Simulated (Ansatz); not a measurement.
**SrTl2: pressure against volume**

SrTl2, P6_3/mmc, a = 5.127 Å, c = 8.307 Å. The structure is a COD entry; whether it is the stable form wasn't checked. Ansatz: r2SCAN, PAW, 500 eV, Γ-centred 12×12×6 mesh on 6 atoms, Gaussian smearing 0.10 eV; no spin polarisation. Shape and atoms are relaxed at each volume; pressure is positive in compression.

| V (Å³/atom) | P (GPa) |
| --- | --- |
| 27.729 | ? |
| 28.675 | 3.85 |
| 29.620 | 2.34 |
| 30.565 | 1.07 |
| 31.511 | 0.00 |
| 32.456 | -0.90 |
| 33.401 | -1.63 |
| 34.662 | -2.45 |

Task: Take V0 = 31.511 Å³/atom, fit the third-order Birch–Murnaghan form to the other rows, and predict the missing pressure.

Result: With the Eulerian strain f = ½[(V0/V)^(2/3) − 1] and y = P/[3f(1 + 2f)^(5/2)], the form is the line y = B0 + 1.5 B0 (B0′ − 4) f. Rows (f, y): 0.03245, 33.8; 0.02106, 33.4; 0.01026, 33.0; -0.00975, 32.3; -0.01904, 31.4; -0.03078, 31.1. Means f = 0.0007000, y = 32.500; Σ(Δf)² = 0.003004, ΣΔfΔy = 0.1323; the slope is their ratio. y = 32.47 + 44.03 f GPa, so B0 = 32.5 GPa and B0′ = 4 + 2 × (44.03)/(3 × 32.47) = 4.90. At V = 27.729, f = 0.04449, y = 34.43 and P = 5.69 GPa. The run gave 5.66 GPa, so the fit is 0.03 GPa too high, a small miss on the scale of the series.

Spin–orbit coupling is left out, which can shift energies with elements as heavy as these.